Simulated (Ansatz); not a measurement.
A geometry of Pb away from equilibrium: step 2 of the relaxation of a relaxed Pb cell, doubled along one cell vector, shaken by Gaussian noise of σ = 0.08 Å a coordinate. Computed with PBEsol (plane waves to 420 eV, PAW, scalar-relativistic; Ansatz, a quantum-chemistry and plane-wave program). Γ-centred k-mesh 11×6×11 on the run's cell (coarser than for final values), Fermi–Dirac smearing 0.05 eV.

```xyz
4
Lattice="0.0227 3.1660 5.8418 3.4574 0.1429 11.6209 1.7056 3.0944 0.0447" Properties=species:S:1:pos:R:3 pbc="T T T"
Pb     0.0914     0.0584    -0.0420
Pb     1.8465     0.0666     5.8906
Pb     0.7579     1.5048     2.9445
Pb     2.4579     1.6520     8.7917
```

**Question.** Give the Cartesian forces on all atoms (eV/Å).

**Answer.** 
```csv
atom,Fx,Fy,Fz
Pb1,0.11,-0.09,0.09
Pb2,-0.04,0.05,-0.03
Pb3,-0.09,0.05,-0.03
Pb4,0.02,-0.01,-0.04
```

**Question.** What is the pressure?

**Answer.** -0.6 GPa, compression positive.

No spin polarisation in the result.

The end of the path is a generated cell of Pb: the first start was made by a random draw of sites in a space group, and the end was not matched to a known phase here, so it may be hypothetical. Known forms of Pb include space group No. 225.
